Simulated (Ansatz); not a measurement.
Here is an unrelaxed guess for ScInS₃.

```cif
data_structure
_symmetry_space_group_name_H-M 'R32:H'
_symmetry_Int_Tables_number 155
_cell_length_a 7.0316
_cell_length_b 7.0316
_cell_length_c 8.6830
_cell_angle_alpha 90.000
_cell_angle_beta 90.000
_cell_angle_gamma 120.000
_cell_volume 371.80
loop_
_atom_site_label
_atom_site_type_symbol
_atom_site_symmetry_multiplicity
_atom_site_Wyckoff_symbol
_atom_site_fract_x
_atom_site_fract_y
_atom_site_fract_z
_atom_site_occupancy
Sc1 Sc 3 b 0.33333 0.66667 0.16667 1
In1 In 3 a 0.00000 0.00000 0.00000 1
S1 S 9 e 0.33333 0.18527 0.16667 1
```

These are results of Ansatz 0.2.0, DFT PBE, scalar-relativistic, plane waves, PAW, not measurements. Cutoff 420 eV; k points 6×6×6 on the computed 5-atom cell (Γ-centred); Gaussian smearing, width 0.10 eV; no spin polarisation.

Formation energies are uncorrected and refer to the elements' standard structures at the same level.

Task: Estimate its pressure, forces and energy as it stands.

Result: The pressure is -2.0 GPa (the mean over three directions, positive in compression), the largest force is 0.53 eV/Å, and the energy is −0.17 eV/atom against the elements. The shortest distance is 2.50 Å.

Task: Is it a good guess?

Result: A rough one: relaxing gains about 0.54 eV/atom (the start's value is from the coarse mesh, so the gain is rough) in 13 ionic steps and ends at −0.72 eV/atom on the finer mesh. The symmetry stays R32 (No. 155). The volume per atom grows by 1.2 %, from 24.8 to 25.1 Å³. The shortest distance goes from 2.50 Å (In–S) to 2.42 Å (Sc–S). The ratio c/a of the conventional cell changes by a factor of 1.24. Conventional cell: a = 6.573 Å, c = 10.051 Å. Sc has 3 S at 2.42 Å; In is surrounded by 6 S at 2.68 Å; S has 1 Sc at 2.42 Å and 2 In at 2.68 Å.

The last run used a 12×12×12 mesh for its 5-atom cell and Gaussian smearing of 0.10 eV. The reference form of S is held partly by dispersion forces, which this level lacks. The relaxation can't lower the symmetry of the start, and the grade says only how near the guess is to its own end. A structure relaxed within its symmetry needn't be a true minimum. Another cell of ScInS3 relaxed alike, in Pm, lies 259 meV/atom lower, so this cell isn't the stable form at this level.
